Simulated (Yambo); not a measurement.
KF (rock salt, space group Fm-3m, No. 225), G0W0@LDA in Yambo (4×4×4 mesh, plasmon pole; 14 Ry block, no terminator). The number N of bands in W and G is varied.

```tsv
N	x = 1/N	gap Γ → Γ (eV)	shift of the valence edge (eV)
46	0.02174	10.337	-2.141
73	0.01370	10.367	-2.279
107	0.00935	10.412	-2.379
140	0.00714	?	?
```

### Question
Basis-set arguments suggest E = E∞ + A x. Fix A and E∞ from the two rows above the withheld one, predict the row at 140 bands, and test the form.

### Answer
Gap: A = (10.412 − (10.367))/(0.00935 − 0.01370) = -10.3, E∞ = 10.509 eV, so 10.435 eV is predicted; the run gave 10.450 eV (miss 15 meV). The first two rows have slope -3.73, so the form doesn't hold yet over the whole range. Shift: A = (-2.379 − (-2.279))/(0.00935 − 0.01370) = 23.0, E∞ = -2.594 eV, so -2.430 eV is predicted; the run gave -2.444 eV (miss 14 meV). The first two rows have slope 17.2, so the form doesn't hold yet over the whole range. The other settings are held fixed.

Geometry relaxed with LDA; primitive cell a = b = c = 3.647 Å, α = β = γ = 60.00°.

A shift is the quasiparticle energy of the state minus its LDA energy.
